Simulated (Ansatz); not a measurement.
Polymorphs of Bi₂Pt, each relaxed with the program Ansatz at the PBEsol level (PAW):

A: P31m
a = b = 6.579 Å, c = 6.132 Å, α = β = 90.00°, γ = 120.00°

```tsv
atom	site	symmetry	x	y	z
Bi	1a	3.m	0.0000	0.0000	0.3498
Bi	2b	3..	0.3333	0.6667	0.2164
Bi	3c	..m	0.3928	0.3928	0.7258
Pt	3c	..m	0.7409	0.7409	0.9995
```

B: Pa-3
a = b = c = 6.721 Å, α = β = γ = 90.00°

| atom | site | symmetry | x | y | z |
|---|---|---|---|---|---|
| Bi | 8c | .3. | 0.3701 | 0.3701 | 0.3701 |
| Pt | 4a | .-3. | 0.0000 | 0.0000 | 0.0000 |

Question: Order them by energy per atom at 0 K (lowest first) at the level PBEsol.

Answer: B (+0 meV/atom), A (+9 meV/atom)

Standing as an ambient phase not checked: A; B. All cells were relaxed under the symmetry of their starts (and spin orders); stability against distortions was not tested throughout. Rows with no word on spin ran without spin polarisation. Spin–orbit coupling is left out wherever it is not named.

Energies hold the estimated change up to a 700 eV cutoff; steps of a few meV lie near the error of the meshes.

Potentials: the later of the program's two PAW sets.
